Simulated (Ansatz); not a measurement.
BiClO in space group P4/nmm (No. 129; Bi on 2c, Cl on 2c, O on 2a), DFT-r²SCAN+D4 in the program Ansatz with PAW potentials. The conduction-band minimum lies at Z, with 1 equivalent valley. Second derivatives d²E/dk² of the lowest band at one valley (eV·Å²), along Cartesian directions:

| direction | d²E/dk² |
|---|---|
| [100] | 25.33 |
| [010] | 25.33 |
| [001] | 12.66 |
| [110] | 25.32 |
| [101] | 19.00 |
| [011] | 19.00 |

### Question
Find the principal effective masses, the density-of-states mass and the conductivity mass.

### Answer
Off-diagonal terms follow from H_xy = H[110] − (H_xx + H_yy)/2, and m*/mₑ = 7.620 eV·Å² over each eigenvalue: 0.30, 0.30, 0.60. One valley's DOS mass (m₁m₂m₃)^(1/3) = 0.38, conductivity mass 3/(Σ 1/mᵢ) = 0.36 mₑ.

### Question
What effective density of states Nc follows at 300 K for parabolic valleys?

### Answer
Nc = 2.509e19 × 1 × (0.38)^(3/2) ≈ 5.9e18 cm⁻³.

The first step of the workflow began from a Materials Project structure, measured or hypothetical; the Crystallography Open Database files this formula in space group No. 129, but the cells were not matched. Whether it is the stable phase at ambient conditions was not checked. The r²SCAN+D4 relaxation kept the symmetry of its start; whether a distortion lowers the energy is not shown. Spin–orbit coupling is left out wherever it is not named.

Potentials: the later of the program's two PAW sets.

Edges and masses are those of Kohn–Sham bands, whose gap is no quasiparticle gap.
